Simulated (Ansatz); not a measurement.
Si (diamond), relaxed with PBE (Ansatz, a quantum-chemistry and plane-wave program, plane waves, PAW): a = 5.470 Å, b = 5.470 Å, c = 5.470 Å, α = 90.00°, β = 90.00°, γ = 90.00°.

```
Item                             Value
-------------------------------  -----
gap (eV)                          0.61
B₀ by P(V) fit (GPa)              88.7
electron conductivity mass (mₑ)   0.27
```

Problem. The same phase is relaxed and computed with r²SCAN in the same code. What are the cell and these values now?

Solution. a = b = c = 5.444 Å, α = β = γ = 90.00°.

gap (eV): 0.77
B₀ by P(V) fit (GPa): 96.9
electron conductivity mass (mₑ): 0.26

All cells were relaxed under the symmetry of their starts (and spin orders); stability against distortions was not tested throughout.

Potentials: the earlier of the program's two PAW sets.

Ansatz is a plane-wave DFT program.
